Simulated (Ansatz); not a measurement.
ZrGe (rock salt), relaxed with HSE06 (Ansatz, an electronic-structure program, plane waves, PAW): a = 5.4537 Å, b = 5.4537 Å, c = 5.4537 Å, α = 90.00°, β = 90.00°, γ = 90.00°.

```
Item                  Result
--------------------  ------
B₀ by P(V) fit (GPa)     116
```

Q: The same phase is relaxed and computed with PBE in the same code. What are the cell and these values now?

A: a = 5.479 Å, b = 5.479 Å, c = 5.479 Å, α = 90.00°, β = 90.00°, γ = 90.00°.

* **B₀ by P(V) fit (GPa)**: 110

Constructed cells (a structure type filled with these elements, in neither database checked): ZrGe, rock salt. All cells were relaxed under the symmetry of their starts (and spin orders); stability against distortions was not tested throughout. Rows with no word on spin ran without spin polarisation. Spin–orbit coupling is left out wherever it is not named.

Potentials: the later of the program's two PAW sets.

Ansatz is a plane-wave DFT program.
